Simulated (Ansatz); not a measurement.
## AuCu3-type ErPt3

Computed with Ansatz (plane waves, PAW, 420 eV cutoff): PBEsol, scalar-relativistic, collinear spin, 8×8×8 k-mesh, Gaussian smearing of 0.05 eV; PAW files: Ansatz's generated set soft_2.

```
Er Pt
1.0
     4.04747    0.00000    0.00000
     0.00000    4.04747    0.00000
     0.00000    0.00000    4.04747
Er Pt
1 3
Direct
  0.00000 0.00000 0.00000
  0.00000 0.50000 0.50000
  0.50000 0.50000 0.00000
  0.50000 0.00000 0.50000
```

The start was a prototype's sites filled with these elements; the Crystallography Open Database holds the compound in this structure.

Magnetic state: ferromagnetic, site spin moments Er 2.80; Pt 0.06 μB.

Path: Γ–X–M–Γ–R–X | R–M, with Γ = (0.000, 0.000, 0.000), X = (0.000, 0.500, 0.000), M = (0.500, 0.500, 0.000), R = (0.500, 0.500, 0.500) in reciprocal vectors of the calculation's cell.

Problem. Is it a metal or an insulator, and if it has a gap, where are the band edges on this path?

Solution. A metal: bands cross the Fermi level.

Bands as a text map, energy in eV from the Fermi level (dashes), each leg drawn with the same width, + spin up, o spin down, # both:
```
  2.86 |+    #o o+ #         +o    ####ooo  ##+      
  2.57 | o    +##       #   # ##o      #+###         
  2.29 | +       #  #  o   #+   +#o   #              
  2.00 |          ##o######       +   +         oo###
  1.71 |            +              # #        ##++   
  1.43 |  #                #   #    #       ##       
  1.14 |                           o o        #      
  0.86 |                           + +               
  0.57 |   o              o     # o            #     
  0.29 |#########ooooooooo#o####oo#   ooooo#    ooooo
  0.00 |#oooo----#-oooooo-o###oo#######o--+-##oo#oooo
 -0.29 | +# o            #### #    o+o ###  ++##     
 -0.57 |   ##ooooo#ooooo##o#   oooo# #o#oooo  +o##ooo
 -0.86 |ooo######oo##oo##o#oooo#ooo#oooo#o##ooooo##oo
 -1.14 |+##o#+   ##o###o #+##+##    o # o+  oo #  ###
 -1.43 |   ##++ +#o++###  #o   ##+#o o + #+   o +++##
 -1.71 |    ##++#++#+   ##      #o    +##+#+   o#    
 -2.00 |    +############++     + +####+########o####
 -2.29 |++++#+###++++######+++++###+++######++###+###
 -2.57 |####+# oo####+   #+###### ########oo#######  
 -2.86 | +#o  #++++##o ##  #+ +# ### #o## ++  +#o##  
 -3.14 |++++# ++++++++##+##+++++###+++#+##+++++###+##
 -3.43 |     #############+     +++### #+#######+++##
 -3.71 |       ####+o###+        o#+  ##  ##   +###+#
 -4.00 |      #   +###+###       #     ###+        #+
 -4.29 |     oo##########o      #       ####      # #
 -4.57 |     #+oo###+######     #       ###o     # ##
 -4.86 |    #####+ o###+ ##    # #o    #  ##    #  ##
        Γ      X      M      Γ      R      XR       M
```

Without a U the open 4f shell is pinned at the Fermi level, an artefact: in the real crystal it splits into occupied and empty levels away from it, and its large orbital moment is missing here. These numbers lack spin–orbit coupling. The run wasn't fully tested for a lower electronic state. Site moments are of spin, integrated over atomic spheres. No antiparallel order was tried.

The open shells may stand above their lowest state, and forces and pressures are less sure for it.
